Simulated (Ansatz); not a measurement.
The cell is AlN, 4H polytype; cell and atoms were relaxed with r2SCAN. It is hexagonal, P6_3mc (No. 186); conventional cell a = 3.097 Å, c = 10.034 Å, 10.42 Å³ an atom. Around Al lie 4 N at 1.89–1.90 Å; around Al lie 4 N at 1.89 Å; around N lie 4 Al at 1.89–1.90 Å; around N lie 4 Al at 1.89 Å.

```
Al N
1.0
     3.09716    0.00000    0.00000
    -1.54858    2.68222    0.00000
     0.00000    0.00000   10.03395
Al N
4 4
Direct
  0.00000 0.00000 0.99873
  0.33333 0.66667 0.24984
  0.00000 0.00000 0.49873
  0.66667 0.33333 0.74984
  0.00000 0.00000 0.18821
  0.33333 0.66667 0.43822
  0.00000 0.00000 0.68821
  0.66667 0.33333 0.93822
```

3 runs of the plane-wave code Ansatz on this cell differ in the functional (and in the settings that go with it). Levels are in eV from each run's valence top; v1 is the last filled band, c1 the first empty one.

Run A, mean stress 0.0 GPa (compression positive):
```
point     v5     v3     v1    c1    c2    c3
    Γ  -0.36  -0.10   0.00  4.86  7.08  7.35
    M  -1.35  -1.29  -0.59  4.67  5.36  7.78
    K  -2.80  -1.51  -0.77  6.56  6.56  8.15
    A  -0.59  -0.19  -0.19  5.82  5.82  7.83
```

Run B, mean stress +4.6 GPa (compression positive):
```
point     v5     v3     v1    c1    c2    c3
    Γ  -0.35  -0.09   0.00  4.20  6.34  6.62
    M  -1.32  -1.26  -0.57  4.04  4.69  7.02
    K  -2.76  -1.49  -0.75  5.88  5.88  7.41
    A  -0.57  -0.18  -0.18  5.15  5.15  7.04
```

Run C, mean stress -0.7 GPa (compression positive):
```
point     v5     v3     v1    c1    c2    c3
    Γ  -0.39  -0.10   0.00  6.30  8.59  8.88
    M  -1.45  -1.37  -0.64  6.04  6.74  9.21
    K  -3.01  -1.62  -0.82  7.99  7.99  9.66
    A  -0.64  -0.20  -0.20  7.29  7.29  9.30
```

Question: Match the runs to PBE, r2SCAN, PBE0.

Answer: A is r2SCAN, B is PBE, C is PBE0. In order of the gap: PBE 4.04, r2SCAN 4.67, PBE0 6.04 eV. The stress vanishes for r2SCAN, which relaxed the cell.

Values at 0 K without nuclear motion; spin polarisation is off, and the phase may be a hypothetical one.

The program warns that its thresholds are loose for a hybrid's stress.

The meshes of the hybrids are coarse, so their gaps aren't converged to the digits shown.
